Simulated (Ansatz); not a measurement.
AlPd, in the lowest among the structures calculated here: P2₁3 (No. 198), cP8; a = 4.850 Å, b = 4.850 Å, c = 4.850 Å, α = 90.00°, β = 90.00°, γ = 90.00°; Al 4a (0.844, 0.844, 0.844); Pd 4a (0.147, 0.147, 0.147). Computed with PBEsol (plane waves to 420 eV, PAW, scalar-relativistic; Ansatz, a quantum-chemistry and plane-wave program). Element references, the lowest calculated here: Pd (Fm-3m), Al (Fm-3m).

Q: Estimate the formation energy of this P2₁3 form of AlPd from the elements that PBEsol returns for this input.

A: -0.93 eV/atom.

Q: Is it stable against the other phases calculated?

A: Yes: the most favourable decomposition, AlPd → 0.33 Al3Pd2 + 0.33 Pd (Pd Fm-3m, Al3Pd2 P-3m1), costs 0.28 eV/atom.

Q: Over what range of chemical potentials is AlPd stable among the phases calculated here? Give the corners of its window as Δμ = μ − μ(element).

A: 
```csv
in equilibrium with,Δμ(Al) (eV),Δμ(Pd) (eV)
Pd,-1.87,0.00
Al3Pd2,-0.20,-1.67
```

At every corner Σ nΔμ equals the formation energy, about -1.9 eV per formula unit; the corners carry the error of several atoms' energies, a few 0.01 eV.

This is the hull of the energies calculated here, no anion corrections; phases that were not calculated are missing from it. Values are rounded to 0.01 eV/atom. The compounds carry no spin polarisation.
